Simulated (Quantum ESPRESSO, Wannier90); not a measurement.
Li2Se (anti-fluorite), plane waves to Wannier functions

Structure: Materials Project mp-2286, symmetrised, not relaxed again. COD (Crystallography Open Database) has an entry of this formula and space group (matched by these alone). Method: PBE plane waves in Quantum ESPRESSO 7.5 (PseudoDojo norm-conserving files, 69 Ry, no spin polarisation, no spin-orbit coupling), Bloch states on a 10×10×10 mesh through Γ, Wannier90 4.0.1. Density: 10×10×10 mesh, cold smearing 0.01 Ry. Spin-orbit coupling, left out, would split the p-like bands by a few tenths of an eV.

```
begin unit_cell_cart
ang
    0.0000000000    2.9760450000    2.9760450000
    2.9760450000    0.0000000000    2.9760450000
    2.9760450000    2.9760450000    0.0000000000
end unit_cell_cart
mp_grid = 10 10 10
```

**Question.** Which shells of neighbouring k-points and which b-vectors and weights does Wannier90 pick for this cell and mesh?

**Answer.** 
```
 *---------------------------------- K-MESH ----------------------------------*
 +----------------------------------------------------------------------------+
 |                    Distance to Nearest-Neighbour Shells                    |
 |                    ------------------------------------                    |
 |          Shell             Distance (Ang^-1)          Multiplicity         |
 |          -----             -----------------          ------------         |
 |             1                   0.182840                      8            |
 |             2                   0.211125                      6            |
 |             3                   0.298576                     12            |
 |             4                   0.350112                     24            |
 |             5                   0.365680                      8            |
 |             6                   0.422251                      6            |
 |             7                   0.460137                     24            |
 |             8                   0.472091                     24            |
       ... (lines left out)
 +----------------------------------------------------------------------------+
 | The b-vectors are chosen automatically                                     |
 | The following shells are used:                       1                     |
 +----------------------------------------------------------------------------+
 |                        Shell   # Nearest-Neighbours                        |
 |                        -----   --------------------                        |
 |                          1               8                                 |
 +----------------------------------------------------------------------------+
 | Completeness relation is fully satisfied [Eq. (B1), PRB 56, 12847 (1997)]  |
 +----------------------------------------------------------------------------+
 |                  b_k Vectors (Ang^-1) and Weights (Ang^2)                  |
 |                  ----------------------------------------                  |
 |            No.         b_k(x)      b_k(y)      b_k(z)        w_b           |
 |            ---        --------------------------------     --------        |
 |             1         0.105563    0.105563   -0.105563    11.217324        |
 |             2         0.105563   -0.105563    0.105563    11.217324        |
 |             3        -0.105563    0.105563    0.105563    11.217324        |
 |             4         0.105563    0.105563    0.105563    11.217324        |
 |             5        -0.105563   -0.105563    0.105563    11.217324        |
 |             6        -0.105563    0.105563   -0.105563    11.217324        |
 |             7         0.105563   -0.105563   -0.105563    11.217324        |
 |             8        -0.105563   -0.105563   -0.105563    11.217324        |
```
